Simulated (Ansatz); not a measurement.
# Two-dimensional strain map in Pt

The calculation used Ansatz 0.2.0, DFT PBEsol, scalar-relativistic, plane waves, PAW. Settings: plane waves to 420 eV, k-mesh 20×20×20 (Γ-centred), Gaussian smearing 0.15 eV. Spin–orbit coupling is left out, which can shift energies with elements as heavy as these. No spin polarisation. Energies are free energies at this smearing, counted from the undisturbed cell; pressure is positive in compression.

Reference structure (as given, not relaxed at this level; it stands at 0.6 GPa):

```
Pt
1.0
     0.00000    1.95790    1.95790
     1.95790    0.00000    1.95790
     1.95790    1.95790    0.00000
Pt
1
Direct
  0.00000 0.00000 0.00000
```

The cell is strained by p along both x and y and by q along z, fractional coordinates fixed. Points are written (p, q).

Energy above the undisturbed cell in meV/atom (a dash: not computed):

```
 p \ q  -0.030  -0.015  0.000  0.015  0.030
-0.030   130.5    90.6   61.3   41.6   30.7
-0.015       ?       ?   15.4      ?    7.4
 0.000    17.8     4.7    0.0    2.8   12.6
 0.015     5.9     4.6   10.6   23.2      ?
 0.030    17.9    27.4   43.2   64.7   91.6
```

(1) Fill in the withheld energies.

## Answers

(1) (-0.015, -0.030): 57.7; (-0.015, -0.015): 31.9; (-0.015, 0.015): 7.5; (0.015, 0.030): 42.0.